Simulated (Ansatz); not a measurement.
Consider the following.

ScPt:
Space group Pm-3m (No. 221); a = 3.2287 Å, b = 3.2287 Å, c = 3.2287 Å, α = 90.00°, β = 90.00°, γ = 90.00°

```csv
atom,site,symmetry,x,y,z
Sc,1b,m-3m,0.5000,0.5000,0.5000
Pt,1a,m-3m,0.0000,0.0000,0.0000
```

This is the LDA-relaxed structure.

Q: All from plane-wave PAW LDA (Ansatz code), unless another level is named. Estimate the Young's modulus.

A: 121 GPa.

Q: And the highest zone-centre frequency?

A: 174 cm⁻¹.

Q: And the elastic constants (relaxed ions, GPa)?

A: C11 = 199, C12 = 144, C44 = 60.5.

The workflow started from a Materials Project entry (that database holds measured and hypothetical structures alike); the Crystallography Open Database files this formula in space group No. 221, but the cells were not matched. Whether it is the stable phase at ambient conditions was not checked. The cell was relaxed with LDA under the symmetry of its start; of distortions, only those at the zone centre were tested. No spin polarisation was allowed. As this level gives no gap, shear constants depend on the k-mesh and smearing (Fermi–Dirac, 0.1 eV here). As this level gives no gap, phonon frequencies hold no LO–TO term and depend on the k-mesh and smearing (Fermi–Dirac, 0.1 eV here). Spin–orbit coupling is left out wherever it is not named.

Potentials: the later of the program's two PAW sets.
